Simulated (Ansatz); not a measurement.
The elements of this relaxed trial crystal are hidden behind letters.

```
lattice vectors (Å)
  -3.1506    3.1506    6.2909
   3.1506   -3.1506    6.2909
   3.1506    3.1506   -6.2909
fractional positions
X 0.8682 0.3899 0.0000
X 0.3899 0.8682 0.0000
X 0.1318 0.1318 0.5216
X 0.6101 0.6101 0.4784
Z 0.0000 0.0000 0.0000
Q 0.7500 0.2500 0.5000
Q 0.2500 0.7500 0.5000
Q 0.5000 0.5000 0.0000
```

Level of theory: DFT PBE, scalar-relativistic, plane waves, PAW (Ansatz 0.2.0). Plane waves to 420 eV, an 8×8×8 mesh through Γ for the 8-atom cell and 0.10 eV Gaussian smearing; no spin polarisation.

| Property | Result |
| --- | --- |
| Space group | I-42m (No. 121) |
| Conventional cell | a = 6.301 Å, c = 12.582 Å |
| Volume per atom | 31.22 Å³ |
| Density | 5.36 g/cm³ |
| Formation energy | −0.20 eV/atom |
| Gap on the 8×8×8 mesh of the 8-atom cell | 0 eV (the bands meet within 0.015 eV) |

Energies are uncorrected and count from the elements' standard states at the same level.

Question: X is a p-block element of period 5, Z is a p-block element of period 5 and Q is a p-block element of period 4. Which elements are they?

Answer: X = In, Z = Sb, Q = As, so the formula is In4SbAs3. Density times volume gives a mean mass of 5.36 × 31.22/1.6605 = 100.8 u per atom, and this set has 100.7 u. In has 3 As at 2.68–2.70 Å and 1 Sb at 2.84 Å; Sb has 4 In at 2.84 Å; As on a site of symmetry -4 is surrounded by 4 In at 2.70 Å; 1 more site not described. Other sets within the hints have nearly the same mass, so mass alone doesn't settle it; this one was computed.

These runs have no spin–orbit coupling, which can matter for Sb. The zero gap may come from the functional, which often closes small gaps. A later test with randomly moved atoms came back to the same energy, though modes that don't fit the test's cell weren't probed.
